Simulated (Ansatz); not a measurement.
Total density of states per atom from PBEsol (plane waves, PAW; program Ansatz), in 0.25 eV bins, energy from the valence-band maximum:

```
E (eV) | states/eV/atom
    -7.86 |  0.00
    -7.61 |  0.00
    -7.36 |  0.00
    -7.11 |  0.00
    -6.86 |  0.00
    -6.61 |  0.00
    -6.36 |  0.00
    -6.11 |  0.00
    -5.86 |  0.00
    -5.61 |  0.00
    -5.36 |  0.00
    -5.11 |  0.00
    -4.86 |  0.00
    -4.61 |  0.00
    -4.36 |  0.00
    -4.11 |  0.00
    -3.86 |  0.00
    -3.61 |  0.00
    -3.36 |  0.00
    -3.11 | # 0.08
    -2.86 | ######## 0.53
    -2.61 | ############## 0.91
    -2.36 | ############ 0.84
    -2.11 | ############### 1.00
    -1.86 | ######## 0.52
    -1.61 | ######### 0.63
    -1.36 | ########## 0.68
    -1.11 | ############# 0.88
    -0.86 | ####################### 1.53
    -0.61 | ######################## 1.60
    -0.36 | ############################## 2.03
    -0.11 | ########### 0.77
     0.14 |  0.00
     0.39 |  0.00
     0.64 |  0.00
     0.89 |  0.00
     1.14 |  0.00
     1.39 |  0.00
     1.64 |  0.00
     1.89 |  0.00
     2.14 |  0.00
     2.39 |  0.00
     2.64 |  0.00
     2.89 |  0.00
     3.14 |  0.00
     3.39 |  0.00
     3.64 |  0.01
     3.89 |  0.02
     4.14 |  0.02
     4.39 |  0.03
     4.64 | # 0.04
     4.89 | # 0.05
     5.14 | # 0.06
     5.39 | # 0.07
     5.64 | # 0.09
     5.89 | ## 0.10
     6.14 | ## 0.13
     6.39 | ## 0.16
     6.64 | ### 0.19
     6.89 | ### 0.23
     7.14 | ##### 0.32
     7.39 | #### 0.30
     7.64 | #### 0.30
     7.89 | ######## 0.54
     8.14 | ######### 0.59
```

Question: Which compound is it?
A) Mg4Te3S, Pmm2 (Pearson symbol oP8)
B) MgO, P4_2/mnm (Mg on 4g, O on 4f)
C) FeO, rock salt
D) CoPtO2, R-3m (Pt on 3a, Co on 3b, O on 6c)

Answer: B, MgO, P4_2/mnm (Mg on 4g, O on 4f). Top 1 eV of the valence band: O 2p 97 %. Bottom 1 eV of the conduction band: Mg 3s 62 %, O 2s 25 %, O 2p 10 %. Projections are on Löwdin-orthogonalised atomic valence shells; empty p or d shells of many metals are not among them.

The start of the workflow was typed in or built on a structure type; neither database checked (COD, Materials Project) lists it. It is not the phase usual at ambient conditions (space group No. 225). The cell was relaxed with PBEsol under the symmetry of its start; phonons on a q-mesh show no instability.

Potentials: the later of the program's two PAW sets.
